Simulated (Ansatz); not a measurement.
C (diamond), relaxed with r²SCAN (Ansatz, a first-principles code, plane waves, PAW): a = b = c = 3.5602 Å, α = β = γ = 90.00°.

- gap (eV) = 4.36

### Question
The same phase is relaxed and computed with PBE+D3(BJ) in the same code. What are the cell and these values now?

### Answer
a = b = c = 3.557 Å, α = β = γ = 90.00°.

- gap (eV) = 4.15

All cells were relaxed under the symmetry of their starts (and spin orders); stability against distortions was not tested throughout.

Potentials: the later of the program's two PAW sets.

Ansatz is a plane-wave DFT program.
